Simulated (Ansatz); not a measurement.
P: frozen normal mode

These are results of DFT PBEsol, scalar-relativistic, plane waves, PAW (Ansatz), not measurements. Cutoff 420 eV, Γ-centred 8×1×6 k-points, Gaussian smearing of 0.05 eV. No spin polarisation. Energies are free energies at this smearing, counted from the undisturbed cell; pressure is positive in compression.

The starting cell (as given, not relaxed at this level; it stands at 0.0 GPa; this form isn't the usual structure):

```
P
1.0
     3.28373    0.00000    0.00000
     0.00000   34.85703    0.00000
     0.00000    0.00000    4.63208
P
4
Direct
  0.00000 0.97026 0.59215
  0.00000 0.02974 0.40785
  0.50000 0.02974 0.09215
  0.50000 0.97026 0.90785
```

The cell holds layers and no dispersion correction was added, so their binding is poorly described.

A zone-centre mode of this cell is frozen in: each atom moves by x times its row below, so x is the largest displacement.
```
atom ux uy uz
  P1  0.000  -0.913  -0.408
  P2  0.000   0.913   0.408
  P3  0.000   0.913  -0.408
  P4  0.000  -0.913   0.408
```

| x (Å) | ΔE (meV/cell) | force along the mode (eV/Å) | pressure (GPa) | gap on the mesh (eV) |
| --- | --- | --- | --- | --- |
| -0.1200 | 520.8 | 8.37 | 1.4 | 0.75 |
| -0.0900 | 301.6 | ? | ? | 0.94 |
| -0.0600 | ? | ? | 0.6 | 1.10 |
| -0.0300 | 45.1 | 2.38 | 0.3 | 1.06 |
| 0.0000 | 0.0 | 0.65 | 0.0 | 0.88 |
| 0.0300 | 4.8 | -0.94 | -0.3 | 0.71 |
| 0.0600 | 55.3 | -2.40 | -0.6 | 0.55 |
| 0.0900 | 147.3 | -3.72 | -0.8 | 0.40 |
| 0.1050 | 207.7 | -4.33 | ? | ? |
| 0.1200 | 277.0 | -4.91 | -1.0 | 0.24 |

Give the withheld values.

force along the mode (eV/Å) at x (Å) = -0.0900: 6.25; pressure (GPa) at x (Å) = -0.0900: 1.0; ΔE (meV/cell) at x (Å) = -0.0600: 144.3; force along the mode (eV/Å) at x (Å) = -0.0600: 4.25; pressure (GPa) at x (Å) = 0.1050: -0.9; gap on the mesh (eV) at x (Å) = 0.1050: 0.32.